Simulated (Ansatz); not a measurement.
Cr:
```cif
data_Cr
_chemical_formula_sum 'Cr1'
_space_group_name_H-M_alt 'P 1'
_space_group_IT_number 1
_cell_length_a 2.43714
_cell_length_b 2.43714
_cell_length_c 2.43714
_cell_angle_alpha 109.471
_cell_angle_beta 109.471
_cell_angle_gamma 109.471
loop_
_space_group_symop_operation_xyz
  'x, y, z'
loop_
_atom_site_label
_atom_site_type_symbol
_atom_site_fract_x
_atom_site_fract_y
_atom_site_fract_z
_atom_site_occupancy
Cr1 Cr 0.00000 0.00000 0.00000 1
```

Relaxed with plane-wave PAW PBEsol (Ansatz code). Indices refer to the conventional cell of Im-3m, a = 2.8142 Å, b = 2.8142 Å, c = 2.8142 Å, α = 90.00°, β = 90.00°, γ = 90.00°.

Q: Simulate the powder diffraction pattern (Cu Kα, λ = 1.54184 Å; lines above 1 %) up to 2θ = 90°.

A: Simulated powder pattern, Cu Kα, λ = 1.54184 Å (kinematic, ideal powder, no thermal factors, no anomalous dispersion; the 30 strongest lines at most, above 1 %, up to 2θ = 90°):

```
2θ (°)  d (Å)  I/Imax (%)    hkl
------  -----  ----------  -----
45.59   1.990         100  (110)
66.44   1.407          14  (200)
84.29   1.149          27  (211)
```

Symmetry was held in the PBEsol relaxation. The workflow began spin-polarised and lost its moments. Textbook magnetic order: a spin-density-wave antiferromagnet.

Potentials: the later of the program's two PAW sets.
